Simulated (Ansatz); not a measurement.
With r²SCAN+D4 (plane waves, PAW; program Ansatz), GeSb2Te4 in the trigonal phase (R-3m; Ge on 3a, Sb on 6c, Te on 6c, Te on 6c) relaxes to a = 4.262 Å, c = 41.613 Å. Ge has 6 nearest neighbours from 2.98 Å (octahedral); Sb has 6 nearest neighbours from 2.99 Å (octahedral); Te on 6c has 3 nearest neighbours from 2.99 Å (trigonal pyramidal); Te on 6c has 6 nearest neighbours from 2.98 Å (octahedral). Against the elements it lies at -101 meV/atom, with no fitted shifts.

It is gapped at this level: 0.38 eV (indirect). HSE06 on the same cell gives 0.58 eV. Gap from r²SCAN+D4 with spin–orbit coupling: 0.09 eV. The electron mass is 0.063, 0.11, 0.21 mₑ (principal values). The hole mass is 0.060, 0.060, 0.42 mₑ (principal values).

An equation-of-state fit gives a bulk modulus of 258 kbar. The relaxed-ion elastic constants in GPa are C11 = 82.3, C12 = 18.5, C13 = 17.9, C14 = 9.5, C33 = 35.6, C44 = 20.0. The elastic constants imply a Debye temperature near 194 K. Bader charges are Ge +0.44, Sb +0.60, Te -0.47 to -0.35 e.

Symmetry was held in the r²SCAN+D4 relaxation. The references are the lowest solids computed at this level, not always the standard phases. Spin–orbit coupling is left out wherever it is not named.

Potentials: the later of the program's two PAW sets.
